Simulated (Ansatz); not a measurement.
**Nb, hcp: geometry optimisation**

Theory: Ansatz, DFT, BLYP, plane waves (420 eV) with PAW, scalar-relativistic. The PAW files were generated under PBE, with cores re-solved for the functional.

k-point mesh 12×12×7, Fermi-Dirac smearing 0.1 eV, no spin polarisation. Cell and atoms relax.

Starting structure:

```yaml
crystal:
  lattice:
    - [2.94032, 0.00000, 0.00000]
    - [-1.47016, 2.54639, 0.00000]
    - [0.00000, 0.00000, 4.80154]
  atoms:
    - { symbol: Nb, position: [0.33333, 0.66667, 0.25000] }
    - { symbol: Nb, position: [0.66667, 0.33333, 0.75000] }
```

Q: What cell does the relaxation end in?

A: P6_3/mmc with a = 2.896 Å, c = 5.355 Å (c/a = 1.849); 19.44 Å³ per atom against 17.98 at the start (8.2 %).

Q: How much energy does the relaxation gain?

A: 117.6 meV per atom.

Path of the relaxation (the plane waves are chosen anew near the end, which can shift the energy a little):

| step | E − E(final) (meV/atom) | V (Å³/atom) | P (GPa) | max force (eV/Å) |
| --- | --- | --- | --- | --- |
| 0 | 117.56 | 17.975 | 13.16 | 0.000 |
| 1 | 51.34 | 19.798 | -3.00 | 0.000 |
| 2 | 28.56 | 19.589 | -1.54 | 0.000 |
| 3 | 1.37 | 19.280 | 1.27 | 0.000 |
| 4 | 0.76 | 19.402 | 0.21 | 0.000 |
| 5 | 0.68 | 19.428 | 0.05 | 0.000 |
| 6 | 0.67 | 19.436 | 0.00 | 0.000 |
| 7 | 0.01 | 19.436 | 0.06 | 0.000 |
| 8 | 0.00 | 19.445 | 0.00 | 0.000 |
| 9 | 0.00 | 19.445 | 0.00 | 0.000 |
